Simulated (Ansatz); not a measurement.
Values for one crystal, relaxed and computed with r²SCAN in the plane-wave PAW code Ansatz; other levels are named.

Volume per atom: 15.23 Å³
Electronic character: metallic (no gap)
Hill bulk and shear moduli: 141 and 63.0 GPa
Formation energy from the elements (no fitted shifts): -0.87 eV/atom
Young's modulus: 165 GPa
Mechanical stability: stable (all eigenvalues of C positive)
Bulk modulus (Birch–Murnaghan fit): 141 GPa

Task: Which of these materials gives this?
(A) Ti6O, P-31m (Ti on 6k, O on 1a)
(B) SrVO3, cubic perovskite
(C) Ti7S12, P-1 (Pearson symbol aP38)
(D) Ti2C, R-3m (Ti on 6c, C on 3b)

Result: A, Ti6O, P-31m (Ti on 6k, O on 1a)

The workflow started from a Materials Project entry (that database holds measured and hypothetical structures alike); the Crystallography Open Database files this formula in space group No. 162, but the cells were not matched. Its standing as an ambient phase is unchecked. The cell was relaxed with r²SCAN under the symmetry of its start; whether a distortion lowers the energy is not shown. No spin polarisation was allowed. Without spin polarisation and U, an open-shell compound can come out a false metal. As this level gives no gap, shear constants depend on the k-mesh and smearing (Fermi–Dirac, 0.1 eV here). The references are the lowest solids computed at this level, not always the standard phases (solids in place of the gases).

Potentials: the later of the program's two PAW sets.
